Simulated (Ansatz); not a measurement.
This Sn3PbS4 structure is the end of a relaxation. The cell was found from a structure generator's guess, not taken from experiment.

Method: Ansatz, DFT PBE, scalar-relativistic, plane waves, PAW. Cutoff 420 eV, Γ-centred mesh, Gaussian smearing, no spin polarisation.

```
Sn Pb S
1.0
     6.01730    0.00000    0.00000
     0.00000    4.07387    0.00000
    -0.08118    0.00000    8.41294
Sn Pb S
3 1 4
Cartesian
  4.8027 0.0000 3.2759
  1.7715 2.0369 1.0221
  1.1332 2.0369 5.1937
  4.0822 0.0000 7.4485
  5.2018 2.0369 1.4725
  3.7462 2.0369 5.5461
  0.8276 0.0000 6.9460
  2.1793 0.0000 2.7471
```

The zero of energy is the elements' standard structures at the same level; no fitted shifts are applied. The references include grey tin.

(1) What space group does it have?

(2) How far does it lie from the elements in energy?

(3) Is it a metal?

## Answers

(1) Pm (No. 6). Conventional cell: a = 6.017 Å, b = 4.074 Å, c = 8.413 Å, β = 90.6°. Sn on its first site is surrounded by 3 S at 2.68–2.75 Å and 2 S at 3.23 Å; Sn on its second site has 3 S at 2.63–2.70 Å; around Pb lie 3 S at 2.81 Å and 3 S at 3.29–3.34 Å; S on its first site is surrounded by 3 Sn at 2.63–2.75 Å; 4 more sites not described.

(2) −0.465 eV/atom. A negative formation energy is needed for stability but isn't enough: competing phases decide.

(3) No, the gap on the 6×10×4 mesh is 0.43 eV.

The last run used a 6×10×4 mesh (in the run's order of axes) for its 8-atom cell and Gaussian smearing of 0.02 eV. Weakly bound directions are ill-defined at this level, which has no dispersion term. These runs have no spin–orbit coupling, which can matter for Pb. Kohn–Sham gaps at this level usually fall short of measured ones. The missing spin–orbit coupling can work the other way here. The reference form of S is held partly by dispersion forces, which this level lacks. A structure relaxed within its symmetry needn't be a true minimum.
